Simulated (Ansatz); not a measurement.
CdSiN$_{2}$:
```yaml
crystal:
  lattice:
    - [1.44888, 0.83651, 5.47639]
    - [-1.44888, 0.83651, 5.47639]
    - [0.00000, -1.67303, 5.47639]
  atoms:
    - { symbol: Cd, position: [0.00000, 0.00000, 0.00000] }
    - { symbol: Si, position: [0.50000, 0.50000, 0.50000] }
    - { symbol: N, position: [0.77386, 0.77386, 0.77386] }
    - { symbol: N, position: [0.22614, 0.22614, 0.22614] }
```

Relaxed with r²SCAN.

Q: Map the valence electron density (e/Å³), cut off at 2 on the plane through (0.000, 0.000, 0.000) spanned by u = [1, 0, 0] and v = [-1, 1, 1] in lattice vectors, from r²SCAN (plane waves, PAW; program Ansatz).

A: x is the fraction of u, y of v (the angle between them is 48°; rows are the nearest grid lines); atoms in the plane: Cd at (0.00, 0.00), Si at (0.00, 0.50), N at (0.55, 0.77), N at (0.45, 0.23).
```
|@@@@@:     ........     :@@@@@|
|@@@@@+.  ...::..        .-@@@@|
|@@@@@@=...:=+#*=-.        .=@@|
|@@@@@@+:..:=%@@@*-.        .-@|
| .:-==:....-*@@@@@#-.         |
|   .....  .:=@@@@@@*-.        |
|           .:+@@@@@@+:.       |
|             .-+@@@@@+-:....  |
|.             .:=*@@#+=:......|
| .              ..::---::.    |
|                   ...:::.    |
|                      ....    |
|    ....                      |
|    .:::...                   |
|    .::---::..              . |
|......:=+#@@*=:.             .|
|  ....:-+@@@@@+-.             |
|       .:+@@@@@@+:.           |
|        .-*@@@@@@=:.  .....   |
|         .-#@@@@@*-....:==-:. |
|@-.        .-*@@@%=:..:+@@@@@@|
|@@=.        .-=*#+=:...=@@@@@@|
|@@@@-.        ..::...  .+@@@@@|
|@@@@@:     ........     :@@@@@|
```
Scale: ten equal steps from 0.083 (start of ' ') to 2.00 (end of '@'), in the order ' .:-=+*#%@'; x runs from 0.000 to 1.00, y from 0.000 (bottom) to 1.00 (top).

The density is the valence pseudo-density with augmentation charge, so density and ELF within about 1 Å of a nucleus are not all-electron values.

Space group R-3m. The start of the workflow was typed in or built on a structure type; neither database checked (COD, Materials Project) lists it. Whether it is the stable phase at ambient conditions was not checked. The cell was relaxed with r²SCAN under the symmetry of its start; whether a distortion lowers the energy is not shown.

Potentials: the earlier of the program's two PAW sets.
